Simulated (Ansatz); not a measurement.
**Os (hcp)**

The computed numbers are results of r²SCAN, scalar-relativistic (no spin polarisation) in the plane-wave PAW code Ansatz at 500 eV, Γ-centred 18×18×10 mesh, 0.05 eV Gaussian smearing. The datasets are Ansatz's generated set soft_2.

Space group P6_3/mmc (No. 194). a = 2.736 Å, b = 2.736 Å, c = 4.324 Å, α = 90.00°, β = 90.00°, γ = 120.00°
| atom | site | symmetry | x | y | z |
| --- | --- | --- | --- | --- | --- |
| Os | 2d | -6m2 | 0.3333 | 0.6667 | 0.7500 |

Cell and atoms are those of this level's equilibrium.

The run used a cell of 2 atoms; the mesh refers to it.

```json
{"Volume": "14.01 Å³/atom"}
```

**Question.** Fill in the band gap (r²SCAN).

**Answer.** zero (metallic).

**The experiment.** The Crystallography Open Database holds a cell as deposited of hexagonal Os (space group P6_3/mmc), temperature not stated (1998): a, c = 2.734, 4.320 Å, 13.98 Å³/atom.

**Against experiment.** r²SCAN gives 2.736, 4.324 Å and 14.01 Å³/atom, +0.2 % in volume (+0.1 % in length) from the database's cell. Agreement this close is partly luck: the calculation is for a static lattice, the crystal has zero-point motion and thermal expansion.

These numbers lack spin–orbit coupling.
